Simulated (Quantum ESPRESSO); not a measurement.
## Band energies of MoSe2

```xyz
3
Lattice="1.6420 0.9480 6.3237 -1.6420 0.9480 6.3237 0.0000 -1.8960 6.3237" Properties=species:S:1:pos:R:3 pbc="T T T"
Se     0.0000     0.0000    10.9743
Se     0.0000     0.0000    14.3170
Mo     0.0000     0.0000     6.3208
```

norm-conserving PBEsol (Quantum ESPRESSO, 86 Ry, with spin-orbit coupling); path ΓLB1,BZΓX,QFP1Z,LP; energies in eV from the valence-band maximum.

```csv
k (1/Å),point,band 46,band 47,band 48,band 49,band 50,band 51,band 52,band 53
0.00,Γ,-0.67,2.18,2.18,2.44,2.44,2.66,2.66,2.88
0.22,,-0.55,2.02,2.03,2.13,2.14,2.47,2.51,2.61
0.56,,-1.31,1.06,1.07,1.92,1.92,2.68,2.68,3.00
0.89,,-1.10,1.45,1.47,1.56,1.56,3.20,3.20,3.34
1.12,L,-0.94,1.51,1.51,1.74,1.74,3.22,3.22,3.39
1.23,,-0.86,1.49,1.51,1.72,1.80,2.99,3.00,3.45
1.46,,-0.70,1.30,1.33,1.93,2.05,2.31,2.33,3.71
1.81,B1,-0.41,1.08,1.11,1.90,1.92,2.70,2.81,3.84
1.81,B,-0.41,1.08,1.11,1.90,1.92,2.70,2.81,3.84
2.03,,-0.78,1.59,1.60,1.95,1.96,2.35,2.44,3.66
2.37,,-1.17,1.39,1.43,1.63,1.71,2.11,2.12,3.52
2.59,,-0.90,1.55,1.61,1.75,1.80,2.13,2.19,3.18
2.92,,-0.07,2.28,2.29,2.35,2.38,2.53,2.56,2.65
3.03,Z,0.00,2.35,2.35,2.43,2.43,2.59,2.59,2.68
3.28,,-0.17,2.24,2.24,2.47,2.52,2.57,2.57,2.78
3.53,Γ,-0.67,2.18,2.18,2.44,2.44,2.66,2.66,2.88
3.63,,-0.61,2.15,2.16,2.41,2.43,2.55,2.56,2.78
3.83,,-0.56,1.69,1.72,1.97,2.06,2.38,2.41,2.70
4.13,,-1.13,0.78,0.80,1.76,1.80,2.18,2.27,3.46
4.43,,-0.84,0.85,0.91,1.86,1.92,2.23,2.26,3.86
4.73,,-0.44,1.05,1.07,1.88,1.91,2.47,2.58,3.95
4.83,X,-0.39,1.05,1.08,1.92,1.93,2.66,2.78,3.86
4.83,Q,-0.39,1.05,1.08,1.92,1.93,2.66,2.78,3.86
5.14,,-0.62,1.46,1.49,2.12,2.24,2.75,2.78,3.36
5.44,F,-1.14,1.45,1.45,1.92,1.92,2.80,2.80,3.89
5.44,P1,-1.13,1.46,1.46,1.98,1.99,2.83,2.86,3.71
5.62,,-1.25,1.44,1.44,2.02,2.04,2.57,2.59,3.67
5.79,,-1.41,1.49,1.50,1.96,1.99,2.21,2.24,3.53
6.06,,-0.92,1.77,1.78,1.87,1.88,2.07,2.07,3.14
6.32,,-0.17,2.16,2.17,2.28,2.28,2.45,2.47,2.68
6.50,Z,0.00,2.35,2.35,2.43,2.43,2.59,2.59,2.68
6.50,L,-0.94,1.51,1.51,1.74,1.74,3.22,3.22,3.39
6.83,P,-1.13,1.46,1.46,1.98,1.99,2.83,2.86,3.71
```

The PBEsol gap is indirect, 0.68 eV, from Z to 54 % of the way from Γ to X; the smallest direct gap is 1.44 eV.

Geometry relaxed with PBE+D3(BJ).

This is not the ordinary phase of the substance; no match was found in the copy of COD used, and its stability was not checked.
